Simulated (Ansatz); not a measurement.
# Compressing Sc: a fit and a missing row

Sc, P6_3/mmc, a = 3.276 Å, c = 5.087 Å. Ansatz: PBEsol, PAW, 420 eV, Γ-centred 12×12×8 mesh on 2 atoms, Gaussian smearing 0.10 eV; no spin polarisation. Shape and atoms are relaxed at each volume; pressure is positive in compression.

| V (Å³/atom) | P (GPa) |
| --- | --- |
| 20.800 | ? |
| 21.509 | 6.29 |
| 22.218 | 3.92 |
| 22.927 | 1.83 |
| 23.636 | 0.00 |
| 24.345 | -1.61 |
| 25.054 | -3.03 |
| 26.000 | -4.65 |

Question: Take V0 = 23.636 Å³/atom, fit the third-order Birch–Murnaghan form to the other rows, and predict the missing pressure.

Answer: With the Eulerian strain f = ½[(V0/V)^(2/3) − 1] and y = P/[3f(1 + 2f)^(5/2)], the form is the line y = B0 + 1.5 B0 (B0′ − 4) f. Rows (f, y): 0.03244, 55.2; 0.02105, 56.0; 0.01026, 56.5; -0.00976, 57.8; -0.01905, 58.4; -0.03079, 59.0. Means f = 0.0006917, y = 57.150; Σ(Δf)² = 0.003004, ΣΔfΔy = -0.1813; the slope is their ratio. y = 57.19 − 60.34 f GPa, so B0 = 57.2 GPa and B0′ = 4 + 2 × (-60.34)/(3 × 57.19) = 3.30. At V = 20.800, f = 0.04447, y = 54.51 and P = 9.00 GPa. The run gave 9.00 GPa, the same to the digits shown.

Cost: 8 runs of about 1.2 core-minutes in all, on Arm Neoverse V2 (shared hosts).